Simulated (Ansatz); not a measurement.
Name crystals whose computed values (PBEsol (plane waves, PAW; program Ansatz)) fall in these windows: B₀ by P(V) fit (GPa) 53 to 69; G_Hill (GPa) 7.5 to 9.3; Θ_D (K) 130 to 160.



```tsv
crystal	B₀ by P(V) fit (GPa)	G_Hill (GPa)	Θ_D (K)
Ga, body-centred tetragonal	59.9	8.5	148
```
Others may fit too.

Not the usual ambient phase: Ga, body-centred tetragonal. The cell was relaxed under the symmetry of its start. Scalar-relativistic: spin–orbit coupling is off unless named, which matters more the heavier the elements.

Potentials: the earlier of the program's two PAW sets. The files were generated under PBE; for other functionals the program regenerates the frozen cores, and for LDA and PBEsol the local potential too.
